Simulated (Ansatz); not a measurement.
AlNi:
```yaml
crystal:
  lattice:
    - [0.00000, 2.42831, 2.42831]
    - [2.42831, 0.00000, 2.42831]
    - [2.42831, 2.42831, 0.00000]
  atoms:
    - { symbol: Ni, position: [0.00000, 0.00000, 0.00000] }
    - { symbol: Al, position: [0.50000, 0.50000, 0.50000] }
```

Relaxed with PBE. Special points in fractions of this cell's reciprocal vectors: Γ (0.000, 0.000, 0.000); X (0.500, 0.000, 0.500); U (0.625, 0.250, 0.625); K (0.375, 0.375, 0.750); L (0.500, 0.500, 0.500); W (0.500, 0.250, 0.750).

Problem. List the band energies nearest the Fermi level at these points for DFT-PBE in the program Ansatz with PAW potentials.

Solution. In eV from the Fermi level; about four levels below and three above (degenerate sets whole), none deeper than 8.9 eV; … stands for higher levels left out; points with the same levels are listed once.

```json
[
 {"k": "Γ", "below": "-1.99 -1.99 -1.99 -1.93 -1.93", "above": "6.71 6.71 6.71"},
 {"k": "X", "below": "-1.64 -1.18 -1.18 -0.22", "above": "1.73 1.73 5.50"},
 {"k": "U", "below": "-2.00 -1.27 -0.97 -0.59", "above": "0.14 2.96 6.36"},
 {"k": "L", "below": "-2.42 -2.42 -1.34 -1.34 -0.73", "above": "6.65 6.65 …"},
 {"k": "W", "below": "-1.18 -0.60 -0.20 -0.20", "above": "0.79 11.06 …"}
]
```

Space group Fm-3m (rock salt). The start of the workflow was typed in or built on a structure type; neither database checked (COD, Materials Project) lists it. It is not the phase usual at ambient conditions (space group No. 221). Symmetry was held in the PBE relaxation; its stability against distortions is not shown here. The workflow began spin-polarised and lost its moments.

Potentials: the earlier of the program's two PAW sets.
